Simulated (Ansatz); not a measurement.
Input and command of a plane-wave DFT calculation in Ansatz:

```yaml
crystal:
  lattice:
    - [-1.59177, 1.59177, 1.616385]
    - [1.59177, -1.59177, 1.616385]
    - [1.59177, 1.59177, -1.616385]
  atoms:
    - { symbol: Ti, position: [0.0, 0.0, 0.0] }
basis:
  ecutwfc: 420
kpoints:
  mp_grid: { grid: [20, 20, 20] }
hamiltonian:
  xc: pbesol
scf:
  occupations: { method: gaussian, width: 0.15 }
output:
  forces: true
  stress: true
  eigenvalues: true
```

```bash
ansatz run input.yaml --threads 1 --pin off --max-ram 2560MiB --backend cpu --events-out ev --progress --plain --runs-dir out
```

Processor: AMD EPYC 9R45 96-Core Processor (Zen 5), 1 thread, on a host shared with other jobs.

Q: Estimate time, memory and problem size.

A: About 1.9 s on 1 thread of AMD EPYC 9R45 96-Core Processor (Zen 5) (shared host), peak memory 0.45 GiB. It solves 10 bands at 641 k points (the mesh reduced by symmetry) with about 321 plane waves, in 6 SCF iterations.
